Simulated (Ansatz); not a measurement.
GaPt$_{3}$:
```
GaPt3
1.0
    3.89007     0.00000     0.00000
    0.00000     3.89007     0.00000
    0.00000     0.00000     3.89007
Ga Pt
1 3
Cartesian
  0.00000   0.00000   0.00000
  0.00000   1.94504   1.94504
  1.94504   0.00000   1.94504
  1.94504   1.94504   0.00000
```

Relaxed with PBEsol. Special points in fractions of this cell's reciprocal vectors: Γ (0.000, 0.000, 0.000); X (0.000, 0.500, 0.000); M (0.500, 0.500, 0.000); R (0.500, 0.500, 0.500).

Q: List the band energies nearest the Fermi level at these points for DFT-PBEsol with spin–orbit coupling in the program Ansatz with PAW potentials.

A: In eV from the Fermi level; about four levels below and three above (degenerate sets whole), none deeper than 8.9 eV; points with the same levels are listed once.

```
k                    below                above
-  -----------------------  -------------------
Γ  -0.26 -0.26 -0.26 -0.26  0.04 0.04 0.21 0.21
X  -1.88 -1.88 -0.60 -0.60  0.62 0.62 3.01 3.01
M  -1.43 -1.43 -0.71 -0.71  1.66 1.66 1.77 1.77
R  -0.68 -0.68 -0.28 -0.28  0.39 0.39 0.39 0.39
```

Space group Pm-3m (Cu3Au type). The workflow started from a Materials Project entry (that database holds measured and hypothetical structures alike); the Crystallography Open Database copy checked does not list it. COD files the formula under space group No. 127. Whether it is the stable phase at ambient conditions was not checked. The cell was relaxed with PBEsol under the symmetry of its start; its stability against distortions is not shown here. The run is not spin-polarised.

Potentials: the later of the program's two PAW sets.
